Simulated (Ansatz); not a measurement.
LaGa6:
```yaml
crystal:
  lattice:
    - [6.08149, 0.00000, 0.00000]
    - [0.00000, 6.08149, 0.00000]
    - [0.00000, 0.00000, 7.68603]
  atoms:
    - { symbol: La, position: [0.00000, 0.50000, 0.00000] }
    - { symbol: La, position: [0.50000, 0.00000, 0.00000] }
    - { symbol: Ga, position: [0.50000, 0.50000, 0.16064] }
    - { symbol: Ga, position: [0.50000, 0.50000, 0.83936] }
    - { symbol: Ga, position: [0.00000, 0.00000, 0.83936] }
    - { symbol: Ga, position: [0.00000, 0.00000, 0.16064] }
    - { symbol: Ga, position: [0.23533, 0.73533, 0.34164] }
    - { symbol: Ga, position: [0.26467, 0.23533, 0.34164] }
    - { symbol: Ga, position: [0.76467, 0.26467, 0.34164] }
    - { symbol: Ga, position: [0.73533, 0.76467, 0.34164] }
    - { symbol: Ga, position: [0.23533, 0.26467, 0.65836] }
    - { symbol: Ga, position: [0.26467, 0.76467, 0.65836] }
    - { symbol: Ga, position: [0.76467, 0.73533, 0.65836] }
    - { symbol: Ga, position: [0.73533, 0.23533, 0.65836] }
```

Relaxed with r²SCAN.

Which orbitals make up the states near the Fermi level in DFT-r²SCAN in the program Ansatz with PAW potentials?

Within 0.5 eV of the Fermi level: Ga 4p 49 %, La 5d 28 %, Ga 4s 14 %, La 4f 7 %. Projections are on Löwdin-orthogonalised atomic valence shells; empty p or d shells of many metals are not among them.

Tabulate the density of states.

States/eV per cell of 14 atoms, in 0.25 eV bins, energy from the Fermi level.

```csv
E (eV),total,Ga 4p,La 4f,Ga 4s
-7.85,2.51,1.03,0.00,1.26
-7.60,2.53,0.99,0.00,1.33
-7.35,3.27,1.17,0.01,1.82
-7.10,2.96,1.18,0.01,1.50
-6.85,2.54,1.05,0.01,1.24
-6.60,2.67,1.14,0.01,1.27
-6.35,3.25,1.43,0.01,1.49
-6.10,5.13,2.34,0.02,2.26
-5.85,4.68,2.13,0.02,2.05
-5.60,4.82,2.16,0.02,2.11
-5.35,4.22,1.90,0.02,1.85
-5.10,3.38,1.56,0.02,1.44
-4.85,3.11,1.50,0.02,1.27
-4.60,2.65,1.26,0.02,1.11
-4.35,2.51,1.20,0.03,1.04
-4.10,2.17,1.11,0.02,0.82
-3.85,3.27,2.13,0.02,0.79
-3.60,3.42,2.29,0.03,0.74
-3.35,4.06,2.87,0.03,0.71
-3.10,4.56,3.31,0.04,0.63
-2.85,5.54,4.11,0.05,0.62
-2.60,5.88,4.55,0.05,0.48
-2.35,7.22,5.50,0.06,0.51
-2.10,9.05,6.86,0.09,0.63
-1.85,6.87,5.19,0.08,0.46
-1.60,7.84,5.93,0.11,0.55
-1.35,6.39,4.70,0.10,0.46
-1.10,4.87,3.32,0.08,0.30
-0.85,5.30,3.17,0.10,0.32
-0.60,4.17,2.28,0.11,0.31
-0.35,4.03,2.09,0.14,0.32
-0.10,2.30,1.17,0.11,0.26
0.15,2.94,1.43,0.22,0.52
0.40,4.18,1.94,0.45,0.76
0.65,4.79,2.12,0.70,0.90
0.90,7.76,2.94,1.40,1.68
1.15,8.65,2.98,1.81,1.62
1.40,11.55,3.68,3.53,1.62
1.65,11.25,2.92,5.15,1.15
1.90,17.09,2.71,11.45,1.02
2.15,31.96,1.86,27.42,0.82
2.40,40.66,1.84,34.04,2.01
2.65,20.22,3.00,11.82,2.24
2.90,11.78,3.01,4.21,1.63
3.15,11.15,3.55,2.62,1.63
3.40,8.29,2.93,1.19,1.22
```

Space group P4/nbm. The workflow started from a Materials Project entry (that database holds measured and hypothetical structures alike); the Crystallography Open Database copy checked does not list it. Whether it is the stable phase at ambient conditions was not checked. The r²SCAN relaxation kept the symmetry of its start; whether a distortion lowers the energy is not shown. Scalar-relativistic: spin–orbit coupling is off unless named, which matters more the heavier the elements.

Potentials: the earlier of the program's two PAW sets.
